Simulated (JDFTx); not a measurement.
An input for JDFTx (a modified build) (W(100), CANDLE, water, 1 M NaF; bohr, hartree) and the course of its log:

```
lattice \
  5.9910365274 0.0000000000 0.0000000000 \
  0.0000000000 5.9910365274 0.0000000000 \
  0.0000000000 0.0000000000 42.1408925792
coords-type Lattice
ion W 0.0000000000 0.0000000000 -0.1421668160 0
ion W 0.5000000000 0.5000000000 -0.0710834080 0
ion W 0.0000000000 0.0000000000 0.0000000000 0
ion W 0.5000000000 0.5000000000 0.0710834080 0
ion W 0.0000000000 0.0000000000 0.1421668160 0
ion-species pseudo/w_pbe_v1.2.upf
elec-cutoff 20 100
elec-ex-corr gga-PBE
coulomb-interaction Slab 001
coulomb-truncation-embed 0 0 0
kpoint-folding 8 8 1
elec-smearing Fermi 0.01
elec-n-bands 47
electronic-scf nIterations 100 energyDiffThreshold 1e-08
fluid LinearPCM
pcm-variant CANDLE
fluid-solvent H2O
fluid-cation Na+ 1
fluid-anion F- 1
fluid-minimize nIterations 400 knormThreshold 1e-11
wavefunction read vac.wfns
elec-initial-eigenvals vac.eigenvals
dump-name f0.$VAR
dump End State Ecomponents EigStats BandEigs Forces ElecDensity IonicPositions Fillings Kpoints Dtot FluidDebug BoundCharge FluidDensity
```

```
[one cycle in 5 is shown, and the last three; fluid-solver lines are left out]
	FillingsUpdate:  mu: -0.145433410  nElectrons: 70.000000
SCF: Cycle:  0   F: -343.424639262504456   dF: +1.677e-04   |Residual|: 3.317e-03   |deigs|: 2.908e-05
	FillingsUpdate:  mu: -0.139473897  nElectrons: 70.000000
SCF: Cycle:  5   F: -343.424926220988993   dF: -1.502e-06   |Residual|: 4.454e-04   |deigs|: 6.752e-04
	FillingsUpdate:  mu: -0.138838986  nElectrons: 70.000000
SCF: Cycle: 10   F: -343.424929535069680   dF: +5.141e-09   |Residual|: 1.241e-04   |deigs|: 1.621e-04
	FillingsUpdate:  mu: -0.138778496  nElectrons: 70.000000
SCF: Cycle: 15   F: -343.424929733236524   dF: -1.720e-07   |Residual|: 2.136e-05   |deigs|: 3.589e-05
	FillingsUpdate:  mu: -0.138800265  nElectrons: 70.000000
SCF: Cycle: 20   F: -343.424929730312101   dF: +1.087e-08   |Residual|: 2.553e-05   |deigs|: 4.543e-05
	FillingsUpdate:  mu: -0.138783213  nElectrons: 70.000000
SCF: Cycle: 25   F: -343.424929755415008   dF: -5.577e-08   |Residual|: 7.999e-06   |deigs|: 3.086e-05
	FillingsUpdate:  mu: -0.138773679  nElectrons: 70.000000
SCF: Cycle: 30   F: -343.424929754391769   dF: -8.330e-08   |Residual|: 5.508e-06   |deigs|: 3.331e-05
	FillingsUpdate:  mu: -0.138778925  nElectrons: 70.000000
SCF: Cycle: 35   F: -343.424929749460375   dF: -4.046e-09   |Residual|: 1.597e-05   |deigs|: 4.053e-06
	FillingsUpdate:  mu: -0.138769231  nElectrons: 70.000000
SCF: Cycle: 40   F: -343.424929752006619   dF: -1.476e-08   |Residual|: 1.630e-05   |deigs|: 2.329e-05
	FillingsUpdate:  mu: -0.138777308  nElectrons: 70.000000
SCF: Cycle: 45   F: -343.424929740336779   dF: +1.536e-08   |Residual|: 2.894e-05   |deigs|: 2.712e-06
	FillingsUpdate:  mu: -0.138783034  nElectrons: 70.000000
SCF: Cycle: 50   F: -343.424929755522783   dF: -3.087e-08   |Residual|: 5.987e-06   |deigs|: 3.050e-05
	FillingsUpdate:  mu: -0.138768421  nElectrons: 70.000000
SCF: Cycle: 55   F: -343.424929744489759   dF: +9.670e-09   |Residual|: 1.862e-05   |deigs|: 1.815e-05
	FillingsUpdate:  mu: -0.138756669  nElectrons: 70.000000
SCF: Cycle: 60   F: -343.424929729526696   dF: +1.702e-08   |Residual|: 2.462e-05   |deigs|: 3.058e-05
	FillingsUpdate:  mu: -0.138783528  nElectrons: 70.000000
SCF: Cycle: 65   F: -343.424929756344568   dF: -2.392e-08   |Residual|: 5.232e-06   |deigs|: 2.417e-05
	FillingsUpdate:  mu: -0.138770566  nElectrons: 70.000000
SCF: Cycle: 70   F: -343.424929738268133   dF: +1.659e-08   |Residual|: 2.447e-05   |deigs|: 1.345e-05
	FillingsUpdate:  mu: -0.138771751  nElectrons: 70.000000
SCF: Cycle: 75   F: -343.424929754277571   dF: -8.262e-08   |Residual|: 1.034e-05   |deigs|: 2.102e-05
	FillingsUpdate:  mu: -0.138769638  nElectrons: 70.000000
SCF: Cycle: 80   F: -343.424929749242779   dF: +4.782e-09   |Residual|: 1.679e-05   |deigs|: 2.768e-06
	FillingsUpdate:  mu: -0.138782319  nElectrons: 70.000000
SCF: Cycle: 85   F: -343.424929744870667   dF: +7.256e-09   |Residual|: 1.730e-05   |deigs|: 8.150e-06
	FillingsUpdate:  mu: -0.138774788  nElectrons: 70.000000
SCF: Cycle: 90   F: -343.424929721648027   dF: +3.339e-08   |Residual|: 3.626e-05   |deigs|: 7.173e-06
	FillingsUpdate:  mu: -0.138803191  nElectrons: 70.000000
SCF: Cycle: 95   F: -343.424929732835949   dF: +4.725e-09   |Residual|: 2.486e-05   |deigs|: 4.187e-05
	FillingsUpdate:  mu: -0.138766091  nElectrons: 70.000000
SCF: Cycle: 97   F: -343.424929740409141   dF: +1.178e-08   |Residual|: 2.284e-05   |deigs|: 3.921e-06
	FillingsUpdate:  mu: -0.138793130  nElectrons: 70.000000
SCF: Cycle: 98   F: -343.424929734650107   dF: +5.759e-09   |Residual|: 2.017e-05   |deigs|: 3.208e-05
	FillingsUpdate:  mu: -0.138770180  nElectrons: 70.000000
SCF: Cycle: 99   F: -343.424929753664344   dF: -1.901e-08   |Residual|: 1.207e-05   |deigs|: 2.666e-05
SCF: None of the convergence criteria satisfied after 100 iterations.
IonicMinimize: Iter:   0  F: -343.424929753664344  |grad|_K:  0.000e+00
IonicMinimize: Converged (|grad|_K<1.000000e-04).
```

This run gave no converged result. The loop ran out of cycles short of its threshold. It has stalled and not diverged: the last ten energies span 3e-08 Ha, so the total is near its end, but levels, forces and charges aren't shown converged.
